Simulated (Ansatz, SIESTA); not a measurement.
Given: the input of a run of Ansatz 0.2.0 on Sn3Te. Atoms were shifted at random by some hundredths of an Å from the given cell, which wasn't relaxed again for these runs. The cell comes from a database or a generator and needn't be the stable form of this composition.

The input input.yaml:

```yaml
crystal:
  lattice:
    - [-2.300904, 2.300904, 5.516494]
    - [2.300904, -2.300904, 5.516494]
    - [2.300904, 2.300904, -5.516494]
  atoms:
    - { symbol: Te, position: [0.00135, -0.014459, -0.00963] }
    - { symbol: Sn, position: [0.488308, 0.495123, -0.011284] }
    - { symbol: Sn, position: [0.253285, 0.757309, 0.502229] }
    - { symbol: Sn, position: [0.757875, 0.244694, 0.490573] }
hamiltonian:
  xc: pbesol
  pseudopotentials: { kind: paw }
kpoints:
  mp_grid: { grid: [8, 8, 8] }
scf:
  occupations: { method: fermi_dirac, width: 0.05 }
output:
  forces: true
  stress: true
  eigenvalues: true
```

Potentials or basis: Ansatz PAW.

Run with:

```console
$ ansatz run input.yaml --threads 1 --pin off --max-ram 3584MiB --backend cpu --events-out ev --progress --plain --runs-dir out
```

Task: Translate it to SIESTA 5.4.2. Potentials or basis there: files PseudoDojo sr-pbesol-0.4.1-standard, DZP (energy shift 0.003 Ry; two zetas on semicore shells).

Result: As run (cutoffs and basis follow the program's own potentials, and thresholds, step limits or extra output files can differ):

The input Sn3Te.fdf:

```
SystemName                      Sn3Te
SystemLabel                     Sn3Te
NumberOfSpecies                 2
NumberOfAtoms                   4
%block ChemicalSpeciesLabel
  1  52 Te
  2  50 Sn
%endblock ChemicalSpeciesLabel

LatticeConstant                 1.0 Ang
%block LatticeVectors
    -2.3009040000     2.3009040000     5.5164940000
     2.3009040000    -2.3009040000     5.5164940000
     2.3009040000     2.3009040000    -5.5164940000
%endblock LatticeVectors
AtomicCoordinatesFormat         Fractional
%block AtomicCoordinatesAndAtomicSpecies
     0.0013500000    -0.0144590000    -0.0096300000  1  Te
     0.4883080000     0.4951230000    -0.0112840000  2  Sn
     0.2532850000     0.7573090000     0.5022290000  2  Sn
     0.7578750000     0.2446940000     0.4905730000  2  Sn
%endblock AtomicCoordinatesAndAtomicSpecies

%block kgrid.MonkhorstPack
    8   0   0  0.0
    0   8   0  0.0
    0   0   8  0.0
%endblock kgrid.MonkhorstPack
XC.Functional                   GGA
XC.Authors                      PBEsol
PAO.BasisSize                   DZP
PAO.EnergyShift                 0.003 Ry
Mesh.Cutoff                     500 Ry
OccupationFunction              FD
ElectronicTemperature           0.05 eV
MaxSCFIterations                120
SCF.MustConverge                false
SCF.Mixer.Method                Pulay
SCF.Mixer.Weight                0.25
SCF.Mixer.History               8
SCF.DM.Tolerance                5.0e-05
SCF.H.Tolerance                 1.0e-03 eV
WriteForces                     true
Charge.Mulliken                 end
%block PAO.Basis
  Te 4
  n=5 0 2
    5.613 0.000
  n=5 1 2
    7.253 0.000
  n=4 2 2
    3.260 0.000
  n=5 2 1
    7.253
  Sn 4
  n=5 0 2
    6.406 0.000
  n=5 1 2
    8.599 0.000
  n=4 2 2
    3.767 0.000
  n=5 2 1
    8.599
%endblock PAO.Basis
```

Potentials or basis: PseudoDojo 0.4 standard (PBEsol files), converted to PSML, two zetas on semicore shells, DZP (energy shift 0.003 Ry; two zetas on semicore shells).

Launch:

```console
$ siesta Sn3Te.fdf > Sn3Te.out 2>&1
```

Both were run:

|  | Ansatz | SIESTA |
| --- | --- | --- |
| Pressure | -2.9 GPa | -2.0 GPa |
| Energy over the undisturbed cell | 2.8 meV/atom | 4.5 meV/atom |

Ansatz's pressure holds a Pulay term of +0.03 GPa for its cutoff of 420 eV, which the other run lacks.

Ansatz's potentials were made for PBE.

Where Ansatz's input types no cutoff or centring, it takes its own default and a Γ-centred mesh.

Pressure is positive in compression.
